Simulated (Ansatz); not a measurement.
An Ansatz (a first-principles code) run. Input:

Ansatz 0.2 input:
```yaml
crystal:
  lattice:
    - [5.1860179218, 0.0, 0.0]
    - [0.0, 5.1860179218, 0.0]
    - [0.0, 0.0, 4.3756159956]
  atoms:
    - { symbol: Cu, position: [0.0, 0.0, 0.0] }
    - { symbol: I, position: [0.0, 0.5, 0.0] }
    - { symbol: I, position: [0.5, 0.0, 0.0] }
kpoints:
  mp_grid: { grid: [8, 8, 9] }
hamiltonian:
  xc: r2scan
  dispersion: d4
  pseudopotentials: { kind: paw }
scf:
  occupations: { method: gaussian, width: 0.05 }
checkpoint: { read: metal.run }
output: { write_density: true, elf: true, volumetric_format: npy }
basis: { fft_grid_basis: typed }
```

Output (shortened):

```
Pseudopotential: Cu, paw, valence charge 19
Pseudopotential: I, paw, valence charge 17
Functional definition: r2SCAN
Crystal: 3 atoms, lattice volume = 117.681 Å³
Basis set: ecut = 500 eV, 3003 PW (Γ), exchange–correlation on 160×160×128 points (64 copies of the dense FFT grid, shifted against one another)
Bands: 32, of which v1, the nominal top of the filled ones, is band 27 counted from 1 (26 counted from 0)
Symmetry: 16 space group operations
Space group: P4/mmm (ITA 123), of the structure as read, at distance tolerance 4.9e-5 Å
k-points: 75 of 576
Stability of the state it starts from, as read at its close in the unpolarized treatment …
iter 1 solved again at ethr=2.84e-7 eV; its pass at ethr=3.10e-3 eV (dr2=1.50e-4 eV) is discarded
SCF iter   1: F=—  HF=-21687.333083 eV  |F-HF|=—  |Δ(HF+E_count)|=         —  Δρ=2.96e-6  dr2=5.79e-9  dr2_τ=3.67e-10  ethr=2.84e-7  ⟨swp⟩=3.2  Hψ=17326  notcnv=0
preconditioner: auto → LDOS
SCF iter   2: F=—  HF=-21687.333086 eV  |F-HF|=—  |Δ(HF+E_count)|=   3.11e-6  Δρ=4.50e-6  dr2=1.66e-8  dr2_τ=4.71e-10  ethr=1.09e-11  ⟨swp⟩=8.1  Hψ=10594  notcnv=0
SCF iter   3: F=-21687.333086 eV  HF=-21687.333086 eV  |F-HF|=3.53e-9  |Δ(HF+E_count)|=   1.19e-8  Δρ=1.87e-6  dr2=2.41e-9  dr2_τ=1.43e-10  ethr=1.09e-11  ⟨swp⟩=1.0  Hψ=6790  notcnv=0
SCF 1 converged in 3 iterations: F = -21687.333086 eV  dr2 = 2.41e-9
SCF converged after 3 iterations
Free energy (F): -21687.333086 eV
Harris-Foulkes:  -21687.333086 eV  (|F-HF|=3.53e-9)
Internal energy: -21687.331814 eV  (E = F + TS)
E sigma→0 (E₀):  -21687.332450 eV
Entropy (-TS):   -0.001272 eV (-0.424 meV/atom)
Fermi energy:    4.123455 eV
--- Per-component energies (eV) ---
  E_band       = -1455.115518
  E_kinetic    = 675.710438
  E_local      = -11257.056594  (includes V_loc(G=0)·N_el)
  E_nonlocal   = 224.850650
  E_hartree    = 5318.972276
  E_xc         = -322.042723
  E_vxc        = -398.738617  (∫ρ·V_xc dr)
  E_paw        = -11364.518646  (= ΣΔE_a)
  E_vpaw       = -1362.784264  (= ΣTr[D̂ρ^β])
  E_aug_tail   = 0.000103  (compensation charges beyond the density's cutoff)
  E_vtau       = 24.957297  (kinetic-family band-sum trace: ∫τ·v_τ [+ j·A + Jᵃ·Aᵃ] dr)
  E_ewald      = -4962.780099
  E_disp       = -0.312217  (pairwise vdW)
  E_core_change = -0.155002  (= ΣΔE_core)
  E_smearing   = -0.001272  (= −TS)
  E_closure    =  0.000000  (closes the sum)
  Σ components = -21687.333086   (vs F -21687.333086, Δ=0.00e0)
  [band-id]    e_kinetic+e_local+e_nonlocal+2·e_hartree+e_vxc+e_vpaw+e_augmentation_tail+e_vtau = -1455.116436   (vs E_band -1455.115518, Δ=-9.18e-4)
--- Band table (eV; the first three rows and the last of 75) ---
  k-point 0: bands = ["-111.7796", "-67.7441", "-67.7441", "-67.4145", "-41.5322", "-41.5292", "-41.4904", "-41.4815", "-41.4301", "-41.4301", "-41.2938", "-41.2938", "-41.2912", "-41.2882", "-9.2493", "-7.9257", "0.1024", "0.1024", "1.4782", "1.8480", …
  k-point 1: bands = ["-111.7796", "-67.7441", "-67.7441", "-67.4145", "-41.5322", "-41.5292", "-41.4904", "-41.4815", "-41.4301", "-41.4301", "-41.2938", "-41.2938", "-41.2911", "-41.2882", "-9.2349", "-7.9138", "0.1200", "0.1200", "1.4788", "1.8488", …
  k-point 2: bands = ["-111.7796", "-67.7441", "-67.7441", "-67.4145", "-41.5321", "-41.5292", "-41.4904", "-41.4815", "-41.4301", "-41.4301", "-41.2938", "-41.2938", "-41.2910", "-41.2881", "-9.1978", "-7.8832", "0.1657", "0.1657", "1.4804", "1.5952", …
  k-point 74: bands = ["-111.7796", "-67.7442", "-67.7442", "-67.4145", "-41.5300", "-41.5300", "-41.4859", "-41.4859", "-41.4308", "-41.4295", "-41.2945", "-41.2932", "-41.2893", "-41.2893", "-8.3600", "-8.3600", "-1.8976", "0.1065", "0.1499", "1.1087", …
```

Cost: around 27 core-seconds (rough) on shared cores.

The first step of the workflow began from a Materials Project structure, measured or hypothetical; the Crystallography Open Database copy checked does not list it. Its standing as an ambient phase is unchecked. The r²SCAN+D4 relaxation kept the symmetry of its start; phonons show weakly imaginary modes. The run is not spin-polarised. With an odd number of electrons in the cell and no spin polarisation, the count alone makes it a metal. Spin–orbit coupling is left out wherever it is not named.

Potentials: the later of the program's two PAW sets.

Ansatz is a plane-wave DFT program.
